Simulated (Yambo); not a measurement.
G0W0@LDA for NaAlS2O8 (space group C2/m, No. 12) in Yambo. Reference settings: 2×2×2 Γ-centred k mesh, bands 2 to 222 and a 7 Ry block in the screening, 222 bands in G with the Bruneval-Gonze terminator, plasmon pole fitted at 27.2 eV. The LDA gap (-0.5, -0.5, 0) → Γ on this mesh is 5.40 eV; G0W0 gaps are taken between the same points.

Gap ((-0.5, -0.5, 0) → Γ) in eV against the number of bands and the screening block, terminator on:

```tsv
bands (W and G)	2 Ry	3 Ry	4 Ry	6 Ry	7 Ry
63	9.795	9.422	9.334	9.256	9.262
91	9.314	8.931	8.849	8.793	8.806
129	9.135	8.735	8.655	8.621	8.639
175	9.061	8.652	8.575	8.557	8.580
222	9.032	8.617	8.539	8.531	8.557
```

Rough cost of the Yambo step against the reference (shared machines):

```json
[
 {"bands (W and G)": "63", "2 Ry": "1/6", "3 Ry": "1/6", "4 Ry": "1/6", "6 Ry": "1/5", "7 Ry": "1/4"},
 {"bands (W and G)": "91", "2 Ry": "1/4", "3 Ry": "1/3", "4 Ry": "1/3", "6 Ry": "1/3", "7 Ry": "1/3"},
 {"bands (W and G)": "129", "2 Ry": "1/2", "3 Ry": "1/2", "4 Ry": "1/2", "6 Ry": "~1", "7 Ry": "~1"},
 {"bands (W and G)": "175", "2 Ry": "~1", "3 Ry": "~1", "4 Ry": "~1", "6 Ry": "~1", "7 Ry": "~1"},
 {"bands (W and G)": "222", "2 Ry": "~1", "3 Ry": "~1", "4 Ry": "~1", "6 Ry": "~1", "7 Ry": "1"}
]
```

At the largest block the last step in bands moves the gap by -0.023 eV; at the most bands the last step in the block moves it by 0.026 eV.

Geometry of the Materials Project entry, not relaxed at this level; primitive cell a = b = 4.7108 Å, c = 7.3088 Å, α = β = 92.54°, γ = 65.06°.

The structure is a Materials Project entry; no match was found in the copy of COD used, and its stability was not checked.
